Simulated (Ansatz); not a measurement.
CdWO4 in space group P2/c (No. 13; Cd on 2f, W on 2e, O on 4g, O on 4g), DFT-r²SCAN in the program Ansatz with PAW potentials, all energies at zero smearing, with the estimated change up to a 700 eV cutoff added, with one set of potentials and settings (totals compare only within such a set). Cell of 12 atoms (2 Cd, 2 W, 8 O): -41883.795 eV.

```
element                            reference phase  E (eV/atom)
-------  -----------------------------------------  -----------
Cd                   P6_3/mmc, 2 atoms in the cell   -8268.1834
W                       Im-3m, 1 atoms in the cell  -10397.2967
O        C2/m, 4 atoms in the cell, spin-polarised    -566.0281
```

Formation energy per atom, worked out: (-41883.795 − 2×(-8268.1834) − 2×(-10397.2967) − 8×(-566.0281))/12 = -2.051 eV/atom (-198 kJ per mol of atoms), at 0 K, without zero-point energy or fitted corrections.

The workflow started from a Materials Project entry (that database holds measured and hypothetical structures alike); the Crystallography Open Database files this formula in space group No. 13, but the cells were not matched. Its standing as an ambient phase is unchecked. The r²SCAN relaxation kept the symmetry of its start; its stability against distortions is not shown here. The run is not spin-polarised. No Hubbard U is applied. The references are the lowest solids computed at this level, not always the standard phases (solids in place of the gases). Spin–orbit coupling is left out wherever it is not named.

Potentials: the later of the program's two PAW sets.
